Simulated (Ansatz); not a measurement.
**Stability checks on a candidate for Al4FeCo3**

The structure comes from a generated guess, relaxed at this level; another structure or a mixture of phases may lie lower.

The calculation used DFT PBE, scalar-relativistic, plane waves, PAW in Ansatz 0.2.0. The final run on the 8-atom cell used 420 eV, a Γ-centred 10×10×10 mesh, 0.10 eV smearing and no spin polarisation.

```cif
data_structure
_symmetry_space_group_name_H-M 'Im-3m'
_symmetry_Int_Tables_number 229
_cell_length_a 5.7084
_cell_length_b 5.7084
_cell_length_c 5.7084
_cell_angle_alpha 90.000
_cell_angle_beta 90.000
_cell_angle_gamma 90.000
_cell_volume 186.01
loop_
_atom_site_label
_atom_site_type_symbol
_atom_site_symmetry_multiplicity
_atom_site_Wyckoff_symbol
_atom_site_fract_x
_atom_site_fract_y
_atom_site_fract_z
_atom_site_occupancy
Al1 Al 8 c 0.25000 0.75000 0.25000 1
Fe1 Fe 2 a 0.00000 0.00000 0.00000 1
Co1 Co 6 b 0.00000 0.50000 0.00000 1
```

Energies over the elements count from the elements' standard structures at the same level, with no fitted energy shifts.

**Question.** These tests were run: energy against the elements; random kick, then relaxation without symmetry; phonons on a 2×2×2 q mesh. What do they show?

**Answer.**

```
                                         test                         result
                  energy against the elements                  −0.54 eV/atom
random kick, then relaxation without symmetry                        returns
                    phonons on a 2×2×2 q mesh  no imaginary mode on the mesh
```

It fails none of these tests. Whether a mixture of other phases lies lower isn't tested here.

Trial moments died out on the coarse mesh, so the last step has no spin; another magnetic start might hold. The kick test ran on a coarse mesh. The run for the phonons used a 10×10×10 k mesh and Fermi–Dirac smearing of 0.15 eV.
